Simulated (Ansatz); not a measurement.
Data:

MgO (CsCl type, space group No. 221), a = b = c = 2.6334 Å, α = β = γ = 90.00°.

This is the PBEsol-relaxed structure.

All from DFT-PBEsol in the program Ansatz with PAW potentials, unless another level is named. Predict the electronic dielectric constant ε∞ (DFPT).

3.78.

Predict the Born charges (a third of the trace).

Mg +2.14, O -2.14 e.

What about the static dielectric constant ε0 (ions relaxed, cell fixed)?

84.4.

Space group Pm-3m (CsCl type). This is a known high-pressure phase of the composition, computed here at zero pressure and temperature. The cell was relaxed with PBEsol under the symmetry of its start. At this level the phase is dynamically unstable (imaginary phonons).

Potentials: the later of the program's two PAW sets.
